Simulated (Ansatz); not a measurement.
Ba2CuClO2 in space group R-3m (No. 166; Ba on 6c, Cu on 3b, Cl on 3a, O on 6c) at seven volumes, r²SCAN in the plane-wave PAW code Ansatz, shape and atoms relaxed at each. One row is withheld.

| V (Å³/atom) | P (GPa) |
|---|---|
| 22.786 | 5.54 |
| 23.537 | 3.37 |
| 24.288 | ? |
| 25.039 | 0.00 |
| 25.790 | -1.29 |
| 26.541 | -2.37 |
| 27.293 | -3.26 |

Question: Fit the shown pressures and predict the withheld one.

Answer: Third-order Birch–Murnaghan: P = (3/2)B₀(x^(7/2) − x^(5/2))[1 + (3/4)(B′ − 4)(x − 1)] with x = (V₀/V)^(2/3). Least squares on the six rows gives V₀ = 25.039 Å³/atom, B₀ = 46.73 GPa, B′ = 4.87. At V = 24.288, x = 1.0205 and P = 1.53 GPa. The run itself gave 1.53 GPa.

The first step of the workflow began from a Materials Project structure, measured or hypothetical; the Crystallography Open Database files this formula in space group No. 166, but the cells were not matched. Whether it is the stable phase at ambient conditions was not checked. Symmetry was held in the r²SCAN relaxation; whether a distortion lowers the energy is not shown. The run is not spin-polarised. No Hubbard U is applied. Spin–orbit coupling is left out wherever it is not named.

Potentials: the later of the program's two PAW sets.
